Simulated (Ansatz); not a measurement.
# Ca₂C (antifluorite) under strain

Ca₂C built on the antifluorite prototype, relaxed with r2SCAN in Ansatz. It is cubic, Fm-3m (No. 225); conventional cell a = 6.257 Å, 20.42 Å³ an atom. C is surrounded by 8 Ca at 2.71 Å; Ca is surrounded by 4 C at 2.71 Å.

The axes x, y and z are those of this cell:
```
C Ca
1.0
     0.00000    3.12858    3.12858
     3.12858    0.00000    3.12858
     3.12858    3.12858    0.00000
C Ca
1 2
Direct
  0.00000 0.00000 0.00000
  0.25000 0.25000 0.25000
  0.75000 0.75000 0.75000
```

Unstrained: The r2SCAN gap is direct at X: 0.413 eV. The HSE06 gap is direct at X: 0.825 eV. Meshes: r2SCAN 8×8×8, HSE06 6×6×6. Strains are changes of length per length, and xy shears are angles. After each strain the atoms were relaxed again with r2SCAN within the symmetry that the strain leaves, so tilts or polar shifts that break it weren't tested; points keep the names that they have in the unstrained zone. Spin-unpolarised throughout. Whether this structure exists isn't addressed.

Changes of the least gap in eV (an overlap counts as a negative gap):

| strain | volume change (%) | space group | r2SCAN | HSE06 | energy rise, r2SCAN (meV/atom) |
| --- | --- | --- | --- | --- | --- |
| uniaxial +2.0 % along z | +2.0 | I4/mmm | -0.079 | -0.091 | 3.9 |
| epitaxial +1.5 % in the xy plane, free normal strain -0.16 % | +2.9 | I4/mmm | -0.025 | -0.036 | 4.6 |
| uniaxial +4.0 % along [111] | +4.0 | R-3m | +0.011 | +0.003 | 7.3 |
| xy shear, engineering strain (angle) +2.5 % | 0.0 | Immm | -0.038 | -0.039 | 0.7 |
| isotropic +2.0 % on every length | +6.1 | Fm-3m | +0.065 | +0.053 | 12.6 |

Uniaxial +2.0 % along z, other directions held. HSE06: the gap goes from 0.825 to 0.734 eV (-0.091 eV). Stress change with r2SCAN, compression positive: xx -0.15, yy -0.15, zz -3.03 GPa.

Epitaxial +1.5 % in the xy plane, free normal strain -0.16 %. HSE06: the gap goes from 0.825 to 0.789 eV (-0.036 eV). Stress change with r2SCAN, compression positive: xx -2.32, yy -2.32, zz +0.01 GPa.

Uniaxial +4.0 % along [111], other directions held. HSE06: the gap goes from 0.825 to 0.828 eV (+0.003 eV). Stress change with r2SCAN, compression positive: xx -2.01, yy -2.01, zz -2.01, xy -0.32, xz -0.32, yz -0.32 GPa.

Xy shear, engineering strain (angle) +2.5 %. HSE06: the gap goes from 0.825 to 0.786 eV (-0.039 eV). Stress change with r2SCAN, compression positive: xx +0.04, yy +0.04, zz +0.02, xy -0.45 GPa.

Isotropic +2.0 % on every length. HSE06: the gap goes from 0.825 to 0.878 eV (+0.053 eV). Stress change with r2SCAN, compression positive: xx -3.05, yy -3.05, zz -3.05 GPa. For HSE06, dE_g/d ln V = 0.9 eV over this step.

The meshes of the hybrids are coarse, so their gaps aren't converged to the digits shown.
